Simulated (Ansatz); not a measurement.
LiCl (rock salt)

```
LiCl
1.0
    0.00000     2.57520     2.57520
    2.57520     0.00000     2.57520
    2.57520     2.57520     0.00000
Cl Li
1 1
Direct
  0.00000   0.00000   0.00000
  0.50000   0.50000   0.50000
```

The volume is varied about the relaxed value V₀ at fixed cell shape. Symmetry pins the atoms to their sites.

The numbers are results of PBE (plane waves to 420 eV, PAW, scalar-relativistic; Ansatz, a quantum-chemistry and plane-wave program), not measurements. k mesh 11×11×11 (Γ-centred), Fermi-Dirac smearing 0.05 eV. Energies are smeared free energies. Compression counts positive. LiCl was relaxed with its symmetry unable to fall. ΔE is measured from the relaxed starting cell.

| V (Å³/atom) | ΔE (meV/atom) |
|---|---|
| 16.053 | 6.8 |
| 16.258 | 4.3 |
| 16.463 | 2.3 |
| 16.668 | 1.0 |
| 16.873 | 0.2 |
| 17.078 | 0.0 |
| 17.283 | 0.2 |
| 17.488 | 0.9 |
| 17.693 | 2.1 |
| 17.898 | withheld |
| 18.102 | 5.5 |

**Question.** Fit a third-order Birch-Murnaghan form (E₀, V₀, B₀, B₀′ free) to the given rows and predict ΔE at V = 17.898.

**Answer.** Least squares on the 10 given rows: ΔE = E₀ + (9V₀B₀/16)·y²·[2 + (B₀′ − 4)y], y = (V₀/V)^(2/3) − 1, with V₀ = 17.076 Å³/atom, B₀ = 32.00 GPa (160.2 GPa = 1 eV/Å³; the term in eV is multiplied by 1000), B₀′ = 4.42, E₀ = -0.03 meV/atom; root-mean-square residual 0.03 meV/atom. At 17.898 the fit gives 3.6 meV/atom; the calculation gives 3.6 meV/atom, the same to the digits shown. For the pressure the fit gives -1.36 GPa against the computed -1.35 GPa.

(A scan under strain: stresses follow from slopes of the energy per volume, elastic moduli from its curvatures.)
